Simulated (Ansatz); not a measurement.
**Which start gave this state of TiFe$_{2}$?**

The cell (12 atoms) is TiFe$_{2}$ as a measured crystal structure (space group P6_3/mmc). The computed pressure is over 10 GPa in size, so the cell is far from the computed equilibrium volume (the chosen U may not suit it). Source: COD entry 1539904; it may be a high-temperature, high-pressure or metastable form.

```yaml
crystal:
  lattice:
    - [4.79600, 0.00000, 0.00000]
    - [-2.39800, 4.15346, 0.00000]
    - [0.00000, 0.00000, 7.83300]
  atoms:
    - { symbol: Fe, position: [0.00000, 0.00000, 0.00000] }
    - { symbol: Fe, position: [0.00000, 0.00000, 0.50000] }
    - { symbol: Ti, position: [0.33333, 0.66667, 0.06470] }
    - { symbol: Ti, position: [0.66667, 0.33333, 0.56470] }
    - { symbol: Ti, position: [0.33333, 0.66667, 0.43530] }
    - { symbol: Ti, position: [0.66667, 0.33333, 0.93530] }
    - { symbol: Fe, position: [0.82950, 0.65900, 0.25000] }
    - { symbol: Fe, position: [0.17050, 0.82950, 0.75000] }
    - { symbol: Fe, position: [0.34100, 0.17050, 0.25000] }
    - { symbol: Fe, position: [0.17050, 0.34100, 0.75000] }
    - { symbol: Fe, position: [0.82950, 0.17050, 0.25000] }
    - { symbol: Fe, position: [0.65900, 0.82950, 0.75000] }
```

Atoms are numbered from 1 in the order listed.

Method: DFT, r2SCAN+U, PAW, plane waves, scalar-relativistic (Ansatz development build ahead of 0.2.0).

```json
{"Hubbard term (Dudarev form)": "U − J = 1.2 eV on Fe d; U − J = 3.2 eV on Ti d, on Löwdin-orthonormalised all-electron atomic orbitals", "Plane-wave cutoff": "500 eV", "k-point mesh": "4×4×2 (Γ-centred)", "Occupations": "Fermi–Dirac smearing, 0.1 eV", "Valence electrons": "176"}
```

Moments by site are taken inside atomic spheres; the rest lies between them.

A static U favours moments and orbital order; the result depends on U and need not be the measured state. The U is a test value, not one fitted to this metal, and a U on a metal's d shells tends to overstate moments.

A plain SCF has the search for lower states switched off and ends at the first converged state.

One run gave this history:

| iteration | Harris–Foulkes energy + 45883 (eV) | largest residual (eV) | M (μB) | absolute moment (μB) |
| --- | --- | --- | --- | --- |
| 1 | 0.3394 | 4.06e+01 | 7.58 | 23.79 |
| 2 | 1.8694 | 8.27e+00 | 6.77 | 25.64 |
| 3 | 0.8582 | 2.61e+00 | 5.87 | 26.37 |
| 4 | -0.2038 | 1.39e+00 | 5.10 | 26.95 |
| 5 | -0.9527 | 8.91e-01 | 4.50 | 27.21 |
| 6 | -1.4951 | 6.51e-01 | 4.10 | 27.19 |
| 7 | -1.8368 | 4.37e-01 | 3.52 | 27.61 |
| 10 | -2.4906 | 1.98e-01 | 2.32 | 28.33 |
| 13 | -2.8613 | 3.70e-02 | 1.68 | 28.89 |
| 16 | -3.0776 | 6.68e-03 | 1.35 | 29.46 |
| 19 | -3.1084 | 7.99e-04 | 1.46 | 29.46 |
| 22 | -3.1203 | 2.85e-04 | 1.55 | 29.45 |
| 25 | -3.1226 | 2.92e-05 | 1.56 | 29.43 |
| 28 | -3.1228 | 6.38e-06 | 1.56 | 29.43 |
| 31 | -3.1228 | 1.45e-06 | 1.56 | 29.43 |
| 34 | -3.1228 | 3.29e-07 | 1.56 | 29.43 |
| 37 | -3.1228 | 7.67e-08 | 1.56 | 29.43 |
| 40 | -3.1228 | 2.33e-08 | 1.56 | 29.43 |

It ended ferrimagnetic, site moments Fe1 2.68, Fe2 2.68, Ti3 -1.54, Ti4 -1.54, Ti5 -1.54, Ti6 -1.54, Fe7 2.48, Fe8 -2.44, Fe9 2.48, Fe10 2.48, Fe11 -2.44, Fe12 2.48 μB, total 1.56 μB per cell, no gap on the k-mesh.

Task: These set-ups ended in different states. Which one gave the run above?
A. parallel moments, plain SCF [Fe1 4.00, Fe2 4.00, Ti3 1.00, Ti4 1.00, Ti5 1.00, Ti6 1.00, Fe7 4.00, Fe8 4.00, Fe9 4.00, Fe10 4.00, Fe11 4.00, Fe12 4.00 μB]
B. usual moments times 0.4, signs +++-+----+++, plain SCF [Fe1 1.60, Fe2 1.60, Ti3 0.40, Ti4 -0.40, Ti5 0.40, Ti6 -0.40, Fe7 -1.60, Fe8 -1.60, Fe9 -1.60, Fe10 1.60, Fe11 1.60, Fe12 1.60 μB]
C. opposed moments ++----+-++-+, plain SCF [Fe1 4.00, Fe2 4.00, Ti3 -1.00, Ti4 -1.00, Ti5 -1.00, Ti6 -1.00, Fe7 4.00, Fe8 -4.00, Fe9 4.00, Fe10 4.00, Fe11 -4.00, Fe12 4.00 μB]

Result: C. The others ended as follows, with energies against this run: “parallel moments, plain SCF” ferrimagnetic, -257 meV/atom; “usual moments times 0.4, signs +++-+----+++, plain SCF” ferrimagnetic, +101 meV/atom.
